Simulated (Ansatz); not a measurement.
**ZrB2: relaxation of cell and atoms**

Theory: DFT, PBE, all-electron LAPW, scalar-relativistic in Ansatz 0.2.0.

Command: `ansatz run input.yaml --threads 1 --pin off --max-ram 3072MiB --backend cpu --events-out ev --progress --plain --runs-dir out` The run took about 23 s on 1 thread of a shared machine.

```yaml
crystal:
  lattice:
    - [3.2117153101, 0.0, 0.0]
    - [-1.6058576551, 2.7814270483, 0.0]
    - [0.0, 0.0, 3.5794921737]
  atoms:
    - { symbol: Zr, position: [0.0, 0.0, 0.0] }
    - { symbol: B, position: [0.3333333333, 0.6666666667, 0.5] }
    - { symbol: B, position: [0.6666666667, 0.3333333333, 0.5] }
kpoints:
  mp_grid: { grid: [12, 12, 9] }
scf:
  occupations: { method: fermi_dirac, width: 0.05 }
hamiltonian:
  xc: pbe
  pseudopotentials: { kind: all_electron, lapw: { basis_error: 0.001 } }
output:
  forces: true
  stress: true
relax:
  f_tol: 0.005
  max_steps: 80
  cell: {}
```

The geometry is COD entry 1510857, unchecked; take it as a test cell. The listed cell was then made from it by scaling, straining or moving an atom.

Each frame lists the cell vectors (Å), then Cartesian positions (Å); symmetry keeps all forces zero. Free energies count from the first step, -99282.5226 eV.

The walk took 6 evaluations in all; steps that aren't listed are left out.

Step 1: E = 0.0 meV, P = -8.02 GPa

```
cell 3.2117 0.0000 0.0000 -1.6059 2.7814 0.0000 0.0000 0.0000 3.5795
Zr    0.0000    0.0000    0.0000
B     0.0000    1.8543    1.7897
B     1.6059    0.9271    1.7897
```

Step 2: E = -17.6 meV, P = 4.19 GPa

```
cell 3.1678 0.0000 0.0000 -1.5839 2.7434 0.0000 0.0000 0.0000 3.4877
Zr    0.0000    0.0000    0.0000
B     0.0000    1.8290    1.7438
B     1.5839    0.9145    1.7438
```

Step 3: E = -28.5 meV, P = 0.09 GPa

```
cell 3.1645 0.0000 0.0000 -1.5822 2.7405 0.0000 0.0000 0.0000 3.5574
Zr    0.0000    0.0000    0.0000
B     0.0000    1.8270    1.7787
B     1.5822    0.9135    1.7787
```

(1) How does the relaxation end?

## Answers

(1) It converges, with a = 3.171 Å, b = 3.171 Å, c = 3.544 Å, α = 90.00°, β = 90.00°, γ = 120.00° (conventional cell, space group P6/mmm). The last solve (on a basis chosen afresh for the final cell, so its energy is not quite comparable) gives E = -29.3 meV, P = 0.00 GPa:
```
cell 3.1706 0.0000 0.0000 -1.5853 2.7458 0.0000 0.0000 0.0000 3.5437
Zr    0.0000    0.0000    0.0000
B     0.0000    1.8306    1.7718
B     1.5853    0.9153    1.7718
```
